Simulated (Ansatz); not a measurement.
The start is a relaxed GaN cell deformed by the Cartesian strain tensor (xx, yy, zz, yz, xz, xy) = (-0.060, -0.056, 0.066, 0.014, 0.047, -0.092). Cell shape, volume and atoms are optimised at zero target pressure with PBEsol (plane waves to 420 eV, PAW, scalar-relativistic; Ansatz, a program for electronic structure). The first steps use a coarse 9×8×10 k-mesh.

Initial structure:
```
GaN
1.0
   -0.10233     2.15458     2.42896
    2.21980    -0.17655     2.50318
    1.90606     1.91506     0.13719
N Ga
1 1
Direct
  0.75000   0.75000   0.75000
  0.00000   0.00000   0.00000
```

### Question
What pressure does the first self-consistent step give?

### Answer
+25.4 GPa (positive: the cell is compressed).

### Question
How does the volume per atom move from start to end?

### Answer
+7.0 %, from 10.63 to 11.38 Å³/atom.

### Question
Is the parent structure recovered?

### Answer
The parent structure is recovered, F-43m (No. 216).

### Question
How do the shortest distances between atoms change?

### Answer
The closest pairs of elements (up to four, under 3.6 Å), start → end: Ga–N 1.72 → 1.95 Å; Ga–Ga 2.71 → 3.18 Å; N–N 2.71 → 3.18 Å.

### Question
What band gap does the relaxed structure have at this level?

### Answer
1.70 eV, direct at Γ (no spin-orbit coupling).

Relaxed structure:

Space group F-43m (No. 216); a = 4.498 Å, b = 4.498 Å, c = 4.498 Å, α = 90.00°, β = 90.00°, γ = 90.00°

```
atom  site  symmetry       x       y       z
----  ----  --------  ------  ------  ------
N       4a      -43m  0.0000  0.0000  0.0000
Ga      4d      -43m  0.7500  0.7500  0.7500
```
(The calculation used a cell of 2 atoms; values per cell refer to that cell.)

Final values are on a 13×13×13 k-mesh of the relaxed cell. No spin polarisation in the result.
